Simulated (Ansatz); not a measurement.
Mo$_{2}$C in space group P-3m1 (No. 164; Mo on 2d, C on 1b) at seven volumes, DFT-r²SCAN in the program Ansatz with PAW potentials, shape and atoms relaxed at each. One row is withheld.

| V (Å³/atom) | P (GPa) |
|---|---|
| 11.362 | ? |
| 11.737 | 20.23 |
| 12.111 | 9.27 |
| 12.486 | 0.00 |
| 12.861 | -7.74 |
| 13.235 | -14.26 |
| 13.610 | -19.72 |

### Question
Fit the shown pressures and predict the withheld one.

### Answer
P = (3/2)B₀(x^(7/2) − x^(5/2))[1 + (3/4)(B′ − 4)(x − 1)] with x = (V₀/V)^(2/3). Least squares on the six rows gives V₀ = 12.487 Å³/atom, B₀ = 282 GPa, B′ = 4.81. At V = 11.362, x = 1.0650 and P = 33.43 GPa. The run itself gave 33.09 GPa.

The first step of the workflow began from a Materials Project structure, measured or hypothetical; the Crystallography Open Database copy checked does not list it. COD files the formula under space group No. 60, so this cell is another polymorph or a model. Its standing as an ambient phase is unchecked. Symmetry was held in the r²SCAN relaxation; of distortions, only those at the zone centre were tested. No spin polarisation was allowed.

Potentials: the later of the program's two PAW sets.
